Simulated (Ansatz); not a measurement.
ZrTa (Cmcm) was relaxed and computed twice in Ansatz (plane waves, PAW), once with PBE and once with PBEsol.

```json
[
 {"": "cell", "run 1": "a = 2.9549 Å, b = 11.4564 Å, c = 4.9040 Å, α = β = γ = 90.00°", "run 2": "a = 2.9104 Å, b = 11.2972 Å, c = 4.8609 Å, α = β = γ = 90.00°"},
 {"": "ΔH_f (eV/atom)", "run 1": "0.19", "run 2": "0.20"}
]
```

**Question.** Which run used which functional?

**Answer.** Run 1 is PBE, run 2 is PBEsol.

Typed or built starts, not in the databases checked: ZrTa, Cmcm (Zr on 4c, Ta on 4c). Unstable at this level: ZrTa, Cmcm (Zr on 4c, Ta on 4c) with PBEsol. All cells were relaxed under the symmetry of their starts (and spin orders); stability against distortions was not tested throughout. Rows with no word on spin ran without spin polarisation. Spin–orbit coupling is left out wherever it is not named.

Potentials: the later of the program's two PAW sets.

Ansatz (an electronic-structure program) is a plane-wave DFT program.

Formation energies count from the lowest solids of the elements computed at the same level, not from gases.
